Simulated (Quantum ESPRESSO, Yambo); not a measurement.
**SiO$_{2}$: DFT and GW levels**

```
CELL_PARAMETERS angstrom
     -2.47729     2.47729     3.65567
      2.47729    -2.47729     3.65567
      2.47729     2.47729    -3.65567
ATOMIC_POSITIONS crystal
  O  0.37500 0.22179 0.34679
  O  0.77821 0.12500 0.15321
  O  0.87500 0.02821 0.65321
  O  0.97179 0.62500 0.84679
  Si 0.00000 0.00000 0.00000
  Si 0.75000 0.25000 0.50000
```

The geometry is that of Materials Project entry mp-546794, symmetrised and not relaxed again.

Starting point: PBEsol (Quantum ESPRESSO, PseudoDojo norm-conserving, 84 Ry, no spin-orbit coupling). G0W0 in Yambo: 4×4×4 Γ-centred k mesh, 165 bands and a 8 Ry block in the screening, 165 bands in G with the Bruneval-Gonze terminator, plasmon pole fitted at 27.2 eV.

The PBEsol gap along the band path is 5.93 eV and the PBEsol gap between the mesh's edge points (Γ → Γ) is 5.93 eV. The G0W0 gap between the same points is 8.92 eV.

```json
[
 {"k point": "Γ", "band": "VB", "E PBEsol (eV)": "0.00", "E QP (eV)": "-1.98", "shift (eV)": "-1.98", "Z": "0.82"},
 {"k point": "Γ", "band": "CB", "E PBEsol (eV)": "5.93", "E QP (eV)": "6.94", "shift (eV)": "1.01", "Z": "0.88"},
 {"k point": "X", "band": "VB", "E PBEsol (eV)": "-0.34", "E QP (eV)": "-2.33", "shift (eV)": "-1.98", "Z": "0.82"},
 {"k point": "X", "band": "CB", "E PBEsol (eV)": "9.11", "E QP (eV)": "10.50", "shift (eV)": "1.39", "Z": "0.87"},
 {"k point": "N", "band": "VB", "E PBEsol (eV)": "-0.14", "E QP (eV)": "-2.14", "shift (eV)": "-2.00", "Z": "0.82"},
 {"k point": "N", "band": "CB", "E PBEsol (eV)": "8.20", "E QP (eV)": "9.70", "shift (eV)": "1.51", "Z": "0.87"},
 {"k point": "P", "band": "VB", "E PBEsol (eV)": "-0.45", "E QP (eV)": "-2.48", "shift (eV)": "-2.03", "Z": "0.82"},
 {"k point": "P", "band": "CB", "E PBEsol (eV)": "9.41", "E QP (eV)": "11.16", "shift (eV)": "1.75", "Z": "0.86"},
 {"k point": "Z", "band": "VB", "E PBEsol (eV)": "-0.33", "E QP (eV)": "-2.32", "shift (eV)": "-1.99", "Z": "0.82"},
 {"k point": "Z", "band": "CB", "E PBEsol (eV)": "8.89", "E QP (eV)": "10.27", "shift (eV)": "1.38", "Z": "0.87"}
]
```

Energies count from the PBEsol valence-band maximum.

Nearest settings tried, and what they do to the gap: 104 bands in W, 104 bands in G: -3 meV; 7 Ry block (181 vectors against 255): -82 meV. Not varied: mesh. So the settings aren't converged at that level.

This is not the ordinary phase of the substance; no match was found in the copy of COD used, and its stability was not checked.
